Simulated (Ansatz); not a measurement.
# Zr4Al3: computed property card

Zr4Al3:
```
Zr4Al3
1.0
    5.44279     0.00000     0.00000
   -2.72140     4.71360     0.00000
    0.00000     0.00000     5.38096
Zr Al
4 3
Cartesian
  0.00000   0.00000   1.40161
  0.00000   0.00000   3.97935
  0.00000   3.14240   2.69048
  2.72140   1.57120   2.69048
 -1.36070   2.35680   0.00000
  2.72140   0.00000   0.00000
  1.36070   2.35680   0.00000
```

Space group P6/mmm (No. 191); conventional cell a = b = 5.443 Å, c = 5.381 Å, α = β = 90.00°, γ = 120.00°.

Method: r²SCAN in the plane-wave PAW code Ansatz. Geometry: relaxed at this level of theory. Other levels are named where they apply.

**Cell and energy**

```json
{
 "volume_per_atom": "19.72 Å³",
 "density": "5.36 g/cm³",
 "Formation energy from the elements (no fitted shifts)": "-0.52 eV/atom"
}
```

**Electronic structure**

```json
{
  "electronic_character": "metallic (no gap)",
  "Density of states at the Fermi level": "0.47 states/eV per atom (mean over ±0.08 eV)",
  "Gap with spin–orbit coupling": "none (metallic)"
}
```

**Mechanics**

```json
{
  "Bulk modulus (Birch–Murnaghan fit)": "113 GPa",
  "Pressure derivative B′": "3.7",
  "Elastic constants (relaxed ions, GPa)": "C11 = 235, C12 = 40.9, C13 = 61.3, C33 = 217, C44 = 80.4",
  "mechanical_stability": "stable (all eigenvalues of C positive)",
  "hill_bulk_and_shear_moduli": "112 and 85.9 GPa",
  "Young's modulus": "205 GPa",
  "Poisson's ratio": "0.20",
  "debye_temperature_from_the_elastic_constants": "487 K"
}
```

**Phonons**

```json
{
 "highest_zone_centre_frequency": "387 cm⁻¹",
 "zone_centre_stability": "no imaginary mode at Γ"
}
```

**Charges**

```json
{
  "bader_charges": "Zr +0.46 to +0.81, Al -0.84 e"
}
```

The first step of the workflow began from a Materials Project structure, measured or hypothetical; the Crystallography Open Database copy checked does not list it. Whether it is the stable phase at ambient conditions was not checked. The cell was relaxed with r²SCAN under the symmetry of its start. No spin polarisation was allowed. As this level gives no gap, shear constants depend on the k-mesh and smearing (Fermi–Dirac, 0.1 eV here). As this level gives no gap, phonon frequencies hold no LO–TO term and depend on the k-mesh and smearing (Fermi–Dirac, 0.1 eV here). Axis ratios of metals converge slowly with the k-mesh, so a and c are less sure than the volume. The references are the lowest solids computed at this level, not always the standard phases. Spin–orbit coupling is left out wherever it is not named.

Potentials: the later of the program's two PAW sets.
